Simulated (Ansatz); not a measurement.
Input:

Si$_{2}$W:
```cif
data_Si2W
_chemical_formula_sum 'Si2 W1'
_space_group_name_H-M_alt 'P 1'
_space_group_IT_number 1
_cell_length_a 4.51706
_cell_length_b 4.51706
_cell_length_c 4.51706
_cell_angle_alpha 138.471
_cell_angle_beta 138.471
_cell_angle_gamma 60.183
loop_
_space_group_symop_operation_xyz
  'x, y, z'
loop_
_atom_site_label
_atom_site_type_symbol
_atom_site_fract_x
_atom_site_fract_y
_atom_site_fract_z
_atom_site_occupancy
Si1 Si 0.33453 0.33453 0.00000 1
Si2 Si 0.66547 0.66547 0.00000 1
W1 W 0.00000 0.00000 0.00000 1
```

This is the PBEsol-relaxed structure.

### Question
All from PBEsol in the plane-wave PAW code Ansatz, unless another level is named. Give the Hill bulk and shear moduli.

### Answer
232 and 198 GPa.

### Question
Give the highest zone-centre frequency.

### Answer
448 cm⁻¹.

Space group I4/mmm (MoSi2 or CaC2 type). The cell was relaxed with PBEsol under the symmetry of its start. The run is not spin-polarised. As this level gives no gap, shear constants depend on the k-mesh and smearing (Fermi–Dirac, 0.1 eV here). As this level gives no gap, phonon frequencies hold no LO–TO term and depend on the k-mesh and smearing (Fermi–Dirac, 0.1 eV here). Scalar-relativistic: spin–orbit coupling is off unless named, which matters more the heavier the elements.

Potentials: the earlier of the program's two PAW sets. The files were generated under PBE; for other functionals the program regenerates the frozen cores, and for LDA and PBEsol the local potential too.
